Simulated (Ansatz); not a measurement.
ZrSi2: field gradients at two levels of theory

Cell: an entry of the Crystallography Open Database (COD), ions relaxed with PBE at fixed cell.

Space group Cmcm (No. 63); a = 3.7060, b = 14.7350, c = 3.6720 Å.

| site | Wyckoff | site symmetry | x | y | z |
| --- | --- | --- | --- | --- | --- |
| Zr | 4c | m2m | 0.5000 | 0.6052 | 0.2500 |
| Si3 | 4c | m2m | 0.5000 | 0.9467 | 0.2500 |
| Si5 | 4c | m2m | 0.5000 | 0.2496 | 0.2500 |

One atom of each set is listed; the run and its k-mesh use a cell of 6 atoms with edges of 7.60, 7.60, 3.67 Å.

First run. Computed with Ansatz: DFT, PBE, plane waves and PAW, scalar-relativistic, 420 eV cutoff, Γ-centred 9×9×9 k-points, Fermi–Dirac smearing 0.05 eV.

```json
{"site": "Zr", "V_zz (10²¹ V/m²)": "1.15", "η": "0.75"}
{"site": "Si3", "V_zz (10²¹ V/m²)": "3.73", "η": "0.48"}
{"site": "Si5", "V_zz (10²¹ V/m²)": "-4.25", "η": "0.03"}
```

Second run. The same atoms and settings, except that the functional is r2SCAN and the cutoff is 500 eV.

**Question.** What does the second run give?

**Answer.** 

```csv
site,V_zz,η,change of V_zz
Zr,1.05,0.90,-0.10
Si3,3.76,0.52,+0.03
Si5,-4.36,0.03,-0.11
```

The largest change of V_zz is on Si5, from -4.25 to -4.36. In per cent, |V_zz| changes by +1 to +3 on Si (all sites that start above 2). Where |V_zz| stays above 0.1, η moves most on Zr, from 0.75 to 0.90.

With no gap above 0.1 eV, as in a metal, the gradients converge slowly in k; expect changes of a tenth or more on a denser mesh. Without spin–orbit coupling (the program notes it for Zr) the gradients can shift somewhat, as the gap is small.
